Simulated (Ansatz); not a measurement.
# Relaxing a structure of Au

The start is a generated trial cell of Au in the AFLOW prototype A_cI16_206_c (as in Si). The structure is fully relaxed (lattice and positions, P = 0) with PBEsol (plane waves to 420 eV, PAW, scalar-relativistic; Ansatz, a program for electronic structure). First-step values are on the input's coarse k-mesh.

Ansatz input (later rounds restart from its end on a renewed k-mesh):
Ansatz 0.2 input:
```yaml
crystal:
  lattice:
    - [-3.2382982, 3.2382982, 3.2382982]
    - [3.2382982, -3.2382982, 3.2382982]
    - [3.2382982, 3.2382982, -3.2382982]
  atoms:
    - { symbol: Au, position: [0.2998, 0.2998, 0.2998] }
    - { symbol: Au, position: [0.5, 0, 0.2002] }
    - { symbol: Au, position: [0, 0.2002, 0.5] }
    - { symbol: Au, position: [0.2002, 0.5, 0] }
    - { symbol: Au, position: [0.7002, 0.7002, 0.7002] }
    - { symbol: Au, position: [0.5, 0, 0.7998] }
    - { symbol: Au, position: [0, 0.7998, 0.5] }
    - { symbol: Au, position: [0.7998, 0.5, 0] }
basis: { ecutwfc: 420, ecutrho_ratio: 4, xc_grid: 2, fft_grid_basis: typed }
kpoints: { mp_grid: { grid: [7, 7, 7] } }
hamiltonian:
  xc: pbesol
  dispersion: none
  pseudopotentials: { kind: paw }
scf: { occupations: { method: fermi_dirac, width: 0.05 } }
relax: { f_tol: 0.01, max_steps: 100, cell: { stress_tol: 0.02 } }
output: { forces: true, stress: true }
```

Problem. What pressure does the first self-consistent step give?

Solution. +81.7 GPa (positive: the cell is compressed).

Problem. What is the largest force in the starting geometry, and on which atom (counted from 1)?

Solution. 5.36 eV/Å, on Au1, Au2, Au3, Au4, Au5, Au6, Au7, Au8 (atoms numbered as listed).

Problem. By how much does the energy per atom fall from start to end?

Solution. 1.30 eV/atom.

Problem. How does the volume per atom move from start to end?

Solution. +38.7 %, from 16.98 to 23.54 Å³/atom.

Problem. How do the shortest distances between atoms change?

Solution. The closest pairs of elements (up to four, under 3.6 Å), start → end: Au–Au 2.25 → 2.58 Å.

Problem. Is the relaxed structure metallic? Give its gap.

Solution. No gap (metallic).

Problem. Write out the relaxed structure.

Solution. 
```cif
data_Au16
_chemical_formula_sum 'Au16'
_space_group_name_H-M_alt 'Ia-3'
_space_group_IT_number 206
_space_group_name_Hall '-I 2b 2c 3'
_cell_length_a 7.22199
_cell_length_b 7.22199
_cell_length_c 7.22199
_cell_angle_alpha 90.000
_cell_angle_beta 90.000
_cell_angle_gamma 90.000
loop_
_atom_site_label
_atom_site_type_symbol
_atom_site_symmetry_multiplicity
_atom_site_Wyckoff_symbol
_atom_site_fract_x
_atom_site_fract_y
_atom_site_fract_z
_atom_site_occupancy
Au1 Au 16 c 0.14293 0.14293 0.14293 1
```
(The calculation used a cell of 8 atoms; values per cell refer to that cell.)

The space group stays Ia-3 (No. 206) (the run could not lower it); the end is AFLOW prototype A_cI16_206_c (as in Si), with 8 atoms in the primitive cell. Final values are on a 9×9×9 k-mesh of the relaxed cell. No spin polarisation in the result.

The run could not lose the symmetry of its start: the end is stationary, and may be a saddle point rather than a minimum.

The relaxed structure here is a generated cell of Au: the first start was made by placing the elements on the sites of a structure type, and the end was not matched to a known phase here, so it may be hypothetical. Known forms of Au include space group No. 225.
